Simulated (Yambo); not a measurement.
Ba2NF (space group R-3m, No. 166), G0W0@LDA (Yambo, plasmon pole, terminator in G, 4×4×4 mesh): gap F → F in eV by bands and screening block.

```csv
bands (W and G),2 Ry,3 Ry,4 Ry,6 Ry,7 Ry
33,1.85,1.83,1.84,1.85,[?]
51,1.60,1.60,1.63,[?],1.68
75,1.48,1.50,1.55,1.61,1.63
104,[?],1.45,–,–,–
134,–,–,–,–,1.61
```

**Question.** Estimate the withheld gaps from their neighbours; the computed values follow.

**Answer.** 
- 33, 7 Ry: 1.86
- 51, 6 Ry: 1.66
- 104, 2 Ry: 1.44

The largest settings aren't shown to be the converged limit.

Geometry relaxed with LDA; primitive cell a = b = c = 6.8497 Å, α = β = γ = 33.10°.

The structure is a Materials Project entry; no match was found in the copy of COD used, and its stability was not checked.
